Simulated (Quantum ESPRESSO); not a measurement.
## Ga7InP8 (input and log of a self-consistent run)

A calculation, not a measurement. The program is pw.x of Quantum ESPRESSO 7.5 (plane-wave density functional theory). The cell is made up: 16 atoms on a doubled zincblende/diamond lattice, with randomly drawn elements, strain and displacements, not relaxed. PseudoDojo standard norm-conserving files (v0.5 for PBE, v0.4.1 for LDA and PBEsol) set the functional; there is no spin polarisation, spin-orbit coupling or dispersion term, and the masses in the input are unused placeholders.

Input:

```
&control calculation='scf', pseudo_dir='./dojo.nc.sr.pbe.v0_5.standard.upf', outdir='./o', disk_io='low', tprnfor=.true., tstress=.true. /
&system ibrav=0, nat=16, ntyp=3, nbnd=78, ecutwfc=101.20763327, nosym=.true., tot_charge=0,
 occupations='smearing', smearing='fd', degauss=0.0018374661
/
&electrons conv_thr=7.350e-09, electron_maxstep=60, /
ATOMIC_SPECIES
Ga 1.0 Ga.upf
In 1.0 In.upf
P 1.0 P.upf
CELL_PARAMETERS angstrom
5.4125 0.0089 0.0115
0.0089 5.4396 -0.0259
0.023 -0.0517 11.1773
ATOMIC_POSITIONS angstrom
Ga -0.0146 -0.0109 -0.04
Ga -0.0144 2.7125 2.8761
Ga 2.7063 0.0363 2.8273
Ga 2.7209 2.7084 0.0032
Ga 0.0181 -0.0666 5.5559
In 0.1005 2.6305 8.3114
Ga 2.6899 -0.0593 8.4436
Ga 2.6425 2.7524 5.5763
P 1.3761 1.2924 1.4811
P 1.3766 4.0605 4.1482
P 4.0995 1.3627 4.111
P 4.1263 3.9907 1.3778
P 1.3445 1.3447 7.0044
P 1.3194 3.9938 9.7814
P 4.0793 1.2887 9.7546
P 4.0789 4.0191 7.0008
K_POINTS automatic
6 6 4 1 1 1
```

The log is shortened where brackets say so; the opening notice, blank lines, dates and the lines on written files are dropped, and the path of the files is cut. It prints rydbergs, bohrs and kilobars, and counts compression as positive stress.

```
     Program PWSCF v.7.5
     Parallel version (MPI & OpenMP), running on       4 processor cores
     Number of MPI processes:                 4
     Threads/MPI process:                     1
     [start-up lines left out]
     bravais-lattice index     =            0
     lattice parameter (alat)  =      10.2282  a.u.
     unit-cell volume          =    2220.6788 (a.u.)^3
     number of atoms/cell      =           16
     number of atomic types    =            3
     number of electrons       =       144.00
     number of Kohn-Sham states=           78
     kinetic-energy cutoff     =     101.2076  Ry
     charge density cutoff     =     404.8305  Ry
     scf convergence threshold =      7.3E-09
     mixing beta               =       0.7000
     number of iterations used =            8  plain     mixing
     Exchange-correlation= PBE
                           (   1   4   3   4   0   0   0)
     [axes and pseudopotential details left out]
   Cartesian axes
     site n.     atom                  positions (alat units)
         1        Ga     tau(   1) = (  -0.0026974  -0.0020138  -0.0073903  )
         2        Ga     tau(   2) = (  -0.0026605   0.5011529   0.5313791  )
         3        Ga     tau(   3) = (   0.5000074   0.0067067   0.5223630  )
         4        Ga     tau(   4) = (   0.5027049   0.5003954   0.0005912  )
         5        Ga     tau(   5) = (   0.0033441  -0.0123048   1.0264905  )
         6        In     tau(   6) = (   0.0185681   0.4860029   1.5355880  )
         7        Ga     tau(   7) = (   0.4969774  -0.0109561   1.5600128  )
         8        Ga     tau(   8) = (   0.4882199   0.5085247   1.0302596  )
         9        P      tau(   9) = (   0.2542439   0.2387797   0.2736434  )
        10        P      tau(  10) = (   0.2543363   0.7502051   0.7664083  )
        11        P      tau(  11) = (   0.7574107   0.2517681   0.7595354  )
        12        P      tau(  12) = (   0.7623621   0.7373091   0.2545580  )
        13        P      tau(  13) = (   0.2484056   0.2484425   1.2941108  )
        14        P      tau(  14) = (   0.2437682   0.7378819   1.8071805  )
        15        P      tau(  15) = (   0.7536786   0.2380961   1.8022291  )
        16        P      tau(  16) = (   0.7536047   0.7425562   1.2934457  )
     number of k points=    72  Fermi-Dirac smearing, width (Ry)=  0.0018
                       cart. coord. in units 2pi/alat
        k(    1) = (   0.0830680   0.0830718   0.0607436), wk =   0.0277778
        k(    2) = (   0.0828098   0.0836486   0.1818073), wk =   0.0277778
     [further k points left out]
     Dense  grid:   305497 G-vectors     FFT dimensions: (  72,  72, 135)
     Estimated max dynamical RAM per process >       1.38 GB
     Estimated total dynamical RAM >       5.30 GB
     Initial potential from superposition of free atoms
     starting charge     143.9763, renormalised to     144.0000
     Starting wfcs are  104 randomized atomic wfcs
     total cpu time spent up to now is       26.5 secs
     per-process dynamical memory:  1201.2 Mb
     Self-consistent Calculation
     iteration #  1     ecut=   101.21 Ry     beta= 0.70
     Davidson diagonalization with overlap
     ethr =  1.00E-02,  avg # of iterations =  3.8
     Threshold (ethr) on eigenvalues was too large:
     Diagonalizing with lowered threshold
     Davidson diagonalization with overlap
     ethr =  4.34E-04,  avg # of iterations =  2.2
     total cpu time spent up to now is      142.7 secs
     total energy              =   -1314.49176199 Ry
     estimated scf accuracy    <       0.63879177 Ry
     iteration #  2     ecut=   101.21 Ry     beta= 0.70
     Davidson diagonalization with overlap
     ethr =  4.44E-04,  avg # of iterations =  5.0
     total cpu time spent up to now is      204.5 secs
     total energy              =   -1314.63504015 Ry
     estimated scf accuracy    <       0.16502640 Ry
     iteration #  3     ecut=   101.21 Ry     beta= 0.70
     Davidson diagonalization with overlap
     ethr =  1.15E-04,  avg # of iterations =  9.0
     total cpu time spent up to now is      271.6 secs
     total energy              =   -1314.64727892 Ry
     estimated scf accuracy    <       0.10325708 Ry
     iteration #  4     ecut=   101.21 Ry     beta= 0.70
     Davidson diagonalization with overlap
     ethr =  7.17E-05,  avg # of iterations =  9.4
     total cpu time spent up to now is      340.4 secs
     total energy              =   -1314.67124741 Ry
     estimated scf accuracy    <       0.02880581 Ry
     iteration #  5     ecut=   101.21 Ry     beta= 0.70
     Davidson diagonalization with overlap
     ethr =  2.00E-05,  avg # of iterations =  7.2
     total cpu time spent up to now is      401.1 secs
     total energy              =   -1314.67474207 Ry
     estimated scf accuracy    <       0.00157435 Ry
     [iterations 6 to 7 left out]
     iteration #  8     ecut=   101.21 Ry     beta= 0.70
     Davidson diagonalization with overlap
     ethr =  9.90E-08,  avg # of iterations =  2.6
     total cpu time spent up to now is      583.6 secs
     total energy              =   -1314.67517435 Ry
     estimated scf accuracy    <       0.00000299 Ry
     iteration #  9     ecut=   101.21 Ry     beta= 0.70
     Davidson diagonalization with overlap
     ethr =  2.08E-09,  avg # of iterations =  5.2
     total cpu time spent up to now is      660.7 secs
     total energy              =   -1314.67517600 Ry
     estimated scf accuracy    <       0.00000108 Ry
     iteration # 10     ecut=   101.21 Ry     beta= 0.70
     Davidson diagonalization with overlap
     ethr =  7.53E-10,  avg # of iterations =  2.2
     total cpu time spent up to now is      714.5 secs
     total energy              =   -1314.67517620 Ry
     estimated scf accuracy    <       0.00000006 Ry
     iteration # 11     ecut=   101.21 Ry     beta= 0.70
     Davidson diagonalization with overlap
     ethr =  4.38E-11,  avg # of iterations =  5.0
     total cpu time spent up to now is      790.9 secs
     total energy              =   -1314.67517622 Ry
     estimated scf accuracy    <       0.00000006 Ry
     iteration # 12     ecut=   101.21 Ry     beta= 0.70
     Davidson diagonalization with overlap
     ethr =  4.38E-11,  avg # of iterations =  2.2
     total cpu time spent up to now is      841.7 secs
     End of self-consistent calculation
     [lines on levels left out]
!    total energy              =   -1314.67517623 Ry
     estimated scf accuracy    <          2.8E-09 Ry
     smearing contrib. (-TS)   =      -0.00000000 Ry
     internal energy E=F+TS    =   -1314.67517623 Ry
     The total energy is F=E-TS. E is the sum of the following terms:
     one-electron contribution =    -582.99121591 Ry
     hartree contribution      =     401.79294749 Ry
     xc contribution           =    -366.53297479 Ry
     ewald contribution        =    -766.94393302 Ry
     convergence has been achieved in  12 iterations
     Forces acting on atoms (cartesian axes, Ry/au):
     atom    1 type  1   force =    -0.00255447    0.00246093    0.03275993
     atom    2 type  1   force =     0.02495176    0.00042902   -0.04797463
     atom    3 type  1   force =     0.02518600   -0.03841769   -0.01904620
     atom    4 type  1   force =    -0.00866500   -0.01328711    0.00961307
     atom    5 type  1   force =    -0.01600558    0.01604306    0.01189285
     atom    6 type  2   force =    -0.07874863    0.03659925    0.05474778
     atom    7 type  1   force =     0.00144410   -0.00590246   -0.01373021
     atom    8 type  1   force =     0.03143708   -0.02469362    0.00313784
     atom    9 type  3   force =    -0.02407247    0.02971854   -0.04035582
     atom   10 type  3   force =     0.00210111    0.01153684    0.00651841
     atom   11 type  3   force =    -0.02657352   -0.01341192    0.06713541
     atom   12 type  3   force =    -0.01728240    0.03405935    0.00814320
     atom   13 type  3   force =     0.09832773   -0.11021799   -0.10691420
     atom   14 type  3   force =     0.06607381    0.04330709    0.04433730
     atom   15 type  3   force =    -0.03066975   -0.01810986    0.03792979
     atom   16 type  3   force =    -0.04494979    0.04988657   -0.04819452
     Total force =     0.284669     Total SCF correction =     0.000278
     Computing stress (Cartesian axis) and pressure
          total   stress  (Ry/bohr**3)                   (kbar)     P=       51.73
   0.00040510  -0.00005291  -0.00001528           59.59       -7.78       -2.25
  -0.00005291   0.00039287   0.00009174           -7.78       57.79       13.49
  -0.00001528   0.00009174   0.00025707           -2.25       13.49       37.82
     init_run     :     25.33s CPU     26.14s WALL (       1 calls)
     electrons    :    803.03s CPU    815.20s WALL (       1 calls)
     forces       :     12.01s CPU     12.09s WALL (       1 calls)
     stress       :     39.15s CPU     39.98s WALL (       1 calls)
     [timing details left out]
     PWSCF        :  14m40.10s CPU  14m55.93s WALL
     JOB DONE.
```

In other units: free energy -17887.067 eV for the cell, pressure 5.17 GPa, largest force component 2.834 eV/Å. This run is the check on a run of the same cell at a cutoff of 1088 eV and k mesh 4 x 4 x 2: rerunning at a cutoff of 1377 eV and k mesh 6 x 6 x 4 moved values by no more than 0.020 eV in energy, 0.03 GPa in stress and 0.002 eV/Å in force.